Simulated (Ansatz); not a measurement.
PbS (rock salt)

```xyz
2
Lattice="0.0000 3.0044 3.0044 3.0044 0.0000 3.0044 3.0044 3.0044 0.0000" Properties=species:S:1:pos:R:3 pbc="T T T"
S      0.0000     0.0000     0.0000
Pb     3.0044     3.0044     3.0044
```

E(V) scan at fixed shape, V₀ the volume above. Symmetry pins the atoms to their sites.

Computed with PBE (plane waves to 420 eV, PAW, scalar-relativistic; Ansatz, a quantum-chemistry and plane-wave program). k mesh 10×10×10 (Γ-centred), Fermi-Dirac smearing 0.05 eV. Energies are smeared free energies. Stress and pressure are positive under compression. PbS was relaxed with its symmetry unable to fall. Spin-orbit coupling is left out, though Pb is heavy. The zero of ΔE is the relaxed starting cell.

```tsv
V (Å³/atom)	ΔE (meV/atom)
25.491	withheld
25.898	9.9
26.304	4.3
26.711	1.0
27.118	0.0
27.525	1.0
27.932	3.8
28.338	8.3
28.745	14.5
```

Fit a third-order Birch-Murnaghan form (E₀, V₀, B₀, B₀′ free) to the given rows and predict ΔE at V = 25.491.

Least squares on the 8 given rows: ΔE = E₀ + (9V₀B₀/16)·y²·[2 + (B₀′ − 4)y], y = (V₀/V)^(2/3) − 1, with V₀ = 27.120 Å³/atom, B₀ = 53.01 GPa (160.2 GPa = 1 eV/Å³; the term in eV is multiplied by 1000), B₀′ = 4.44, E₀ = -0.01 meV/atom; root-mean-square residual 0.03 meV/atom. At 25.491 the fit gives 18.1 meV/atom; the calculation gives 18.0 meV/atom, so the extrapolation is off by 0.1 (+0.6 %). For the pressure the fit gives 3.77 GPa against the computed 3.74 GPa.

(Under strain, the slope of the energy per volume gives the stress and its curvature an elastic modulus.)
